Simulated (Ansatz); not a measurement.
## KAlH4: computed property card

KAlH4:
```
KAlH4
1.0
   -2.59911     2.59911     5.94750
    2.59911    -2.59911     5.94750
    2.59911     2.59911    -5.94750
K H Al
2 8 2
Direct
  0.25000   0.75000   0.50000
  0.50000   0.50000   0.00000
  0.78795   0.40482   0.84756
  0.15482   0.80727   0.11687
  0.55727   0.94040   0.15244
  0.69040   0.03795   0.88313
  0.96205   0.84518   0.65244
  0.59518   0.44273   0.38313
  0.19273   0.30960   0.34756
  0.05960   0.21205   0.61687
  0.75000   0.25000   0.50000
  0.00000   0.00000   0.00000
```

Space group I4_1/a (No. 88); conventional cell a = 5.1982 Å, b = 5.1982 Å, c = 11.8950 Å, α = 90.00°, β = 90.00°, γ = 90.00°.

Method: DFT-LDA in the program Ansatz with PAW potentials. Structure relaxed to zero pressure with the same functional. Other levels are named where they apply.

### Cell and energy

| Property | Result |
|---|---|
| Volume per atom | 13.39 Å³ |
| Density | 1.45 g/cm³ |
| Formation energy from the elements (no fitted shifts) | -0.25 eV/atom |

### Electronic structure

| Quantity | Result |
|---|---|
| Band gap | 4.30 eV (indirect) |
| Valence-band maximum | off the standard path, at k = (-0.099, 0.094, 0.224) in fractions of the reciprocal vectors |
| Conduction-band minimum | on the Γ–M line, 23 % of the way from Γ (2 equivalent valleys) |
| Smallest direct gap on the standard path | 4.62 eV |
| Electron effective mass | 0.54, 0.54, 2.1 mₑ (principal values) |
| Hole effective mass | 1.4, 1.8, 3.3 mₑ (principal values) |

### Mechanics

| Property | Value |
|---|---|
| Bulk modulus (Birch–Murnaghan fit) | 199 kbar |
| Pressure derivative B′ | 4.9 |
| Elastic constants (relaxed ions, GPa) | C11 = 33.3, C12 = 16.8, C13 = 13.8, C33 = 26.9, C44 = 11.3, C66 = 14.0, C16 = -4.5 |
| Mechanical stability | stable (all eigenvalues of C positive) |
| Hill bulk and shear moduli | 20.1 and 10.0 GPa |
| Young's modulus | 25.6 GPa |
| Poisson's ratio | 0.29 |
| Debye temperature from the elastic constants | 367 K |

### Dielectric response

| Quantity | Value |
|---|---|
| Electronic dielectric constant ε∞ (DFPT) | 3.10 (xx = yy), 3.19 (zz) |
| Static dielectric constant ε0 (ions relaxed, cell fixed) | 9.14 (xx = yy), 5.50 (zz) |
| Born charges (a third of the trace) | K +1.11, H -0.66, Al +1.54 e |

### Phonons

| Quantity | Result |
|---|---|
| Highest zone-centre frequency (without LO–TO term) | 1789 cm^-1 |
| Zone-centre stability | no imaginary mode at Γ |
| Dynamical stability on the path | stable (no imaginary branch) |
| Zero-point energy | 129.9 meV/atom |
| Vibrational entropy at 300 K | 16.9 J/(K·mol of atoms) |

The workflow started from an entry of the Crystallography Open Database (COD), which files this formula under 2 space groups. Its standing as an ambient phase is unchecked. Symmetry was held in the LDA relaxation. The references are the lowest solids computed at this level, not always the standard phases (solids in place of the gases).

Potentials: the later of the program's two PAW sets.
